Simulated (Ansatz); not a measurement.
Each is relaxed and computed with DFT-PBEsol in the program Ansatz with PAW potentials. Which is the only metal?
A) MgO, P6_3/mmc (Mg on 2c, O on 2d)
B) BAs, P6_222 (B on 3d, As on 3c)
C) Re2B, P6_3/mmc (B on 2c, Re on 2a, Re on 2d)
D) B4C, R-3m (B on 18h, B on 18h, C on 6c, C on 3b)

C, Re2B, P6_3/mmc (B on 2c, Re on 2a, Re on 2d). Re2B: metal; BAs: gap 0.31 eV (indirect); MgO: gap 3.28 eV (direct); B4C: gap 1.46 eV (indirect). Constructed cells (a structure type filled with these elements, in neither database checked): Re2B, P6_3/mmc (B on 2c, Re on 2a, Re on 2d). Typed or built starts, not in the databases checked: BAs, P6_222 (B on 3d, As on 3c). Not the usual ambient phase: BAs, P6_222 (B on 3d, As on 3c); MgO, P6_3/mmc (Mg on 2c, O on 2d). Standing as an ambient phase not checked: B4C, R-3m (B on 18h, B on 18h, C on 6c, C on 3b). All cells were relaxed under the symmetry of their starts (and spin orders); stability against distortions was not tested throughout. Named crystals with no word on spin ran without spin polarisation. Scalar-relativistic: spin–orbit coupling is off unless named, which matters more the heavier the elements.

Potentials: the earlier of the program's two PAW sets. The files were generated under PBE; for other functionals the program regenerates the frozen cores, and for LDA and PBEsol the local potential too.
